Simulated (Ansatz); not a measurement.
Level of theory: DFT PBE, scalar-relativistic, plane waves, PAW (Ansatz 0.2.0). Settings: cutoff 420 eV, Γ-centred meshes spaced at most about 0.3 Å⁻¹, and about 0.25 Å⁻¹ or finer for metals (2π included), Gaussian smearing. No spin polarisation in the final relaxations.

Temperature and zero-point effects are left out. All come from trial cells, and lower structures may exist.

**Question.** Which of these relaxed structures of CuH3 is the lowest in energy?
1. Space group Im-3m (No. 229), cubic, a = 3.631 Å. Cu is surrounded by 6 H at 1.82 Å; H is surrounded by 2 Cu at 1.82 Å and 4 H at 1.82 Å.
2. Space group Pm-3m (No. 221), cubic, a = 2.771 Å. Cu has 12 H at 1.96 Å; around H lie 4 Cu at 1.96 Å and 8 H at 1.96 Å.

**Answer.** 2. It has the Cu3Au (L1_2) type, space group Pm-3m (No. 221); the next, 1, with space group Im-3m (No. 229), lies 220 meV/atom higher. Counting H atoms around Cu (those within 1.25 times the shortest such distance or 1.15 times the sum of covalent radii), the lowest has Cu 12 and the next has Cu 6. Even the lowest lies +0.67 eV/atom against the elements.

With hydrogen, zero-point motion can shift such differences by 10 meV/atom or more. Cells relaxed within their symmetry can be saddle points. Some structure types and database cells were kept out of the candidates from the start, so a known form may be missing.
